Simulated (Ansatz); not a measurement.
AlP in space group Pm-3n (No. 223; Al on 6c, P on 6d), PBE (plane waves, PAW; program Ansatz). The conduction-band minimum lies on the Γ–X line, 71 % of the way from Γ, with 6 equivalent valleys. Second derivatives d²E/dk² of the lowest band at one valley (eV·Å²), along Cartesian directions:

| direction | d²E/dk² |
|---|---|
| [100] | 22.10 |
| [010] | 22.10 |
| [001] | 9.898 |
| [110] | 22.11 |
| [101] | 16.00 |
| [011] | 16.00 |

Q: Find the principal effective masses, the density-of-states mass and the conductivity mass.

A: Off-diagonal terms follow from H_xy = H[110] − (H_xx + H_yy)/2, and m*/mₑ = 7.620 eV·Å² over each eigenvalue: 0.34, 0.34, 0.77. One valley's DOS mass (m₁m₂m₃)^(1/3) = 0.45, conductivity mass 3/(Σ 1/mᵢ) = 0.42 mₑ.

Q: What effective density of states Nc follows at 300 K for parabolic valleys?

A: Nc = 2.509e19 × 6 × (0.45)^(3/2) ≈ 4.5e19 cm⁻³.

The start of the workflow was typed in or built on a structure type; neither database checked (COD, Materials Project) lists it. It is not the phase usual at ambient conditions (space group No. 216). The cell was relaxed with PBE under the symmetry of its start; its stability against distortions is not shown here. The volume moved by 26 % from the start of the relaxation.

Potentials: the earlier of the program's two PAW sets.

Edges and masses are those of Kohn–Sham bands, whose gap is no quasiparticle gap.
